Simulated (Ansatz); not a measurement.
According to r²SCAN (plane waves, PAW; program Ansatz), SiC in the cubic phase (Pm-3n; Si on 6c, C on 6d) relaxes to a = 5.322 Å. Against the elements it lies at -0.043 eV/atom, with no fitted shifts.

It is gapped at this level: 2.10 eV (indirect). The valence maximum lies at Γ and the conduction minimum on the Γ–X line, 75 % of the way from Γ (6 equivalent valleys). The screened hybrid HSE06 puts the gap at 2.85 eV. The electron mass is 0.35, 0.35, 0.47 mₑ (principal values).

The bulk modulus is 178 GPa. The relaxed-ion elastic constants in GPa are C11 = 412, C12 = 61.5, C44 = 88.7. The elastic constants imply a Debye temperature near 943 K. Bader charges are Si +2.88, C -2.88 e.

The start of the workflow was typed in or built on a structure type; neither database checked (COD, Materials Project) lists it. It is not the phase usual at ambient conditions (space group No. 186, 216). Symmetry was held in the r²SCAN relaxation; whether a distortion lowers the energy is not shown. The references are the lowest solids computed at this level, not always the standard phases.

Potentials: the later of the program's two PAW sets.
